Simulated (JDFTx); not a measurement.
Be(1 0 -1 0) slab cut from bulk Be (space group P6_3/mmc, indices of the conventional cell, lattice of the Materials Project entry mp-87, not re-optimised): 10 atoms in 10 planes, a 1x1 cell of 8.09 Å² (|a| = 2.265, |b| = 3.574 Å), 8.3 Å between the outermost planes, cell height 24.5 Å, 10×6×1 k mesh, Fermi smearing 0.01 Ha, no spin polarisation.

Method: PBE, GBRV ultrasoft potentials, plane waves to 20/100 Ha, in JDFTx (a modified build). Liquid on both sides: CANDLE, water, 2 M NaF; nuclei fixed. At negative charge CANDLE's numbers also depend on the cell height, by up to tenths of a volt.

Charging data:

```tsv
U − U_pzc (V)	σ (μC/cm²)
-0.51	-18.92
-0.42	-15.00
-0.31	-7.69
-0.16	-3.05
0.00	0.00
0.14	2.01
0.69	11.35
```

Working it through: a check of Lippmann's equation. The grand free energy per area against the neutral slab, Δγ = [F(N) − F(N₀) − μ(N − N₀)]/2A, is taken from the total energies of the same runs.

```tsv
U − U_pzc (V)	Δγ (mJ/m²)
-0.51	-37.8
-0.42	-22.2
-0.31	-9.9
-0.16	-2.3
0.00	0.0
0.14	-1.4
0.69	-37.1
```

Δγ is largest at zero charge and falls away from it, as dγ/dU = −σ demands. At 0.69 V the computed -37.1 mJ/m² stands beside -38.9 mJ/m² from the constant-capacitance formula.
